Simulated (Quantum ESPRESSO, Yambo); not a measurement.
Levels of theory for the gap of RbO2H3

RbO₂H₃ (space group Cmc2_1, No. 36): one geometry, one set of PBEsol (pw.x of Quantum ESPRESSO, ONCV potentials, no spin-orbit coupling) orbitals, self-energies from Yambo (4×4×2 Γ-centred k mesh, 147 bands and a 6 Ry block in the screening, 147 bands in G with the Bruneval-Gonze terminator, plasmon pole fitted at 27.2 eV).

The geometry is that of Materials Project entry mp-28264, symmetrised and not relaxed again.

| level | gap (0.25, -0.5, 0) → Γ (eV) | direct gap at Γ (eV) | rough Yambo cost |
|---|---|---|---|
| PBEsol (Quantum ESPRESSO) | 4.44 | 4.46 | – |
| exchange only (Hartree-Fock self-energy on PBEsol orbitals) | 14.58 | 14.68 | about 1/8 (12 states) |
| static COHSEX@PBEsol | 8.11 | 8.18 | within a factor of two (3 states) |
| G0W0@PBEsol, plasmon pole | 7.09 | 7.14 | 1 (12 states) |

Bare exchange has no screening and gives the widest gap; static COHSEX screens it but leaves out the frequency dependence, which G0W0 restores. All rows use the PBEsol edge points; in the exchange only run other k points give a smaller gap, 14.49 eV.

Costs are rough ratios of core time on shared machines.

Nearest settings tried, and what they do to the gap: 60 bands in W, 60 bands in G: +233 meV; 73 bands in W: +131 meV; 5 Ry block (165 vectors against 243): -37 meV. Not varied: mesh. So the settings aren't converged at that level.

The structure is a Materials Project entry; no match was found in the copy of COD used, and its stability was not checked.
